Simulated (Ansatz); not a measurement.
## GaReSi: gradients before and after relaxing the atoms

Start: a COD entry, atoms as given.

```cif
data_GaReSi
_symmetry_space_group_name_H-M 'P4/nmm:1'
_symmetry_Int_Tables_number 129
_cell_length_a 3.1942
_cell_length_b 3.1942
_cell_length_c 8.0540
_cell_angle_alpha 90.000
_cell_angle_beta 90.000
_cell_angle_gamma 90.000
loop_
_atom_site_label
_atom_site_type_symbol
_atom_site_symmetry_multiplicity
_atom_site_Wyckoff_symbol
_atom_site_fract_x
_atom_site_fract_y
_atom_site_fract_z
Ga Ga 2 c 0.5000 0.0000 0.9146
Si Si 2 c 0.0000 0.5000 0.4152
Re Re 2 c 0.0000 0.5000 0.7306
```

One atom of each set is listed.

Computed with Ansatz: DFT, PBE, plane waves and PAW, scalar-relativistic, 420 eV cutoff, Γ-centred 10×10×4 k-points, Fermi–Dirac smearing 0.05 eV.

The largest force at the start is 0.16 eV/Å. Relaxing the ions at fixed cell moves them by 0.008 Å at most (atom 5, Re) and 0.005 Å rms.

```csv
site,moved (Å),first shell before,first shell after,V_zz before (10²¹ V/m²),η before
Ga,0.001,"8 Ga at 2.64–3.19 Å, 1 Si at 2.66 Å, 5 Re at 2.70–2.86 Å","8 Ga at 2.65–3.19 Å, 1 Si at 2.66 Å, 5 Re at 2.70–2.87 Å",-3.10,0.00
Si,0.002,"5 Re at 2.54–2.55 Å, 4 Si at 2.64 Å, 1 Ga at 2.66 Å","5 Re at 2.53–2.54 Å, 4 Si at 2.64 Å, 1 Ga at 2.66 Å",-1.51,0.00
Re,0.008,"5 Si at 2.54–2.55 Å, 5 Ga at 2.70–2.86 Å, 4 Re at 3.19 Å","5 Si at 2.53–2.54 Å, 5 Ga at 2.70–2.87 Å, 4 Re at 3.19 Å",-19.13,0.00
```

**Question.** How do the gradients change?

**Answer.** 

| site | V_zz after | η after | change of V_zz |
| --- | --- | --- | --- |
| Ga | -3.04 | 0.00 | +0.06 |
| Si | -1.58 | 0.00 | -0.07 |
| Re | -19.11 | 0.00 | +0.02 |

The largest change of V_zz is on Si, from -1.51 to -1.58. In per cent, |V_zz| changes by -2 on Ga, +5 on Si, 0 on Re (all sites that start above 0.5).

Spin–orbit coupling is left out, which shifts gradients on Re by a few per cent in wide-gap crystals, and can shift them far more where the calculated gap is small or absent, as here. With a gap of 0.16 eV under a smearing of 0.05 eV the band edges are partly filled, so small gradients can hang on the smearing and the k-mesh.
